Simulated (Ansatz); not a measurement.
Input:

TiO2 (anatase)

```cif
data_O4Ti2
_chemical_formula_sum 'Ti2 O4'
_space_group_name_H-M_alt 'P 1'
_space_group_IT_number 1
_cell_length_a 5.48620
_cell_length_b 5.48620
_cell_length_c 5.48620
_cell_angle_alpha 139.721
_cell_angle_beta 139.721
_cell_angle_gamma 58.277
loop_
_space_group_symop_operation_xyz
  'x, y, z'
loop_
_atom_site_label
_atom_site_type_symbol
_atom_site_fract_x
_atom_site_fract_y
_atom_site_fract_z
_atom_site_occupancy
Ti1 Ti 0.50000 0.50000 0.00000 1
Ti2 Ti 0.25000 0.75000 0.50000 1
O1 O 0.29273 0.29273 0.00000 1
O2 O 0.04273 0.54273 0.50000 1
O3 O 0.45727 0.95727 0.50000 1
O4 O 0.70727 0.70727 0.00000 1
```

Equation-of-state scan: isotropic scaling of the cell above, V₀ being its volume. The atoms relax within the cell's symmetry.

Computed with r2SCAN (plane waves to 500 eV, PAW, scalar-relativistic; Ansatz, a first-principles code). k mesh 12×12×12 (Γ-centred), Fermi-Dirac smearing 0.05 eV. E stands for the smeared free energy. Stress and pressure are positive under compression. With the shape held, the modulus is that of even scaling; a crystal free to change shape is softer. TiO2 is run without spin polarisation. TiO2 was relaxed with its symmetry unable to fall. ΔE is measured from the relaxed starting cell.

The scan covers V/V₀ from 0.840 to 1.160 in 13 points.

Q: What pressure does the cell carry at V/V₀ = 0.840?

A: 52.9 GPa.

Q: What is ΔE at V/V₀ = 0.840?

A: 258.0 meV/atom.

Q: What is ΔE at V/V₀ = 1.160?

A: 143.4 meV/atom.

(Under strain, the slope of the energy per volume gives the stress and its curvature an elastic modulus.)
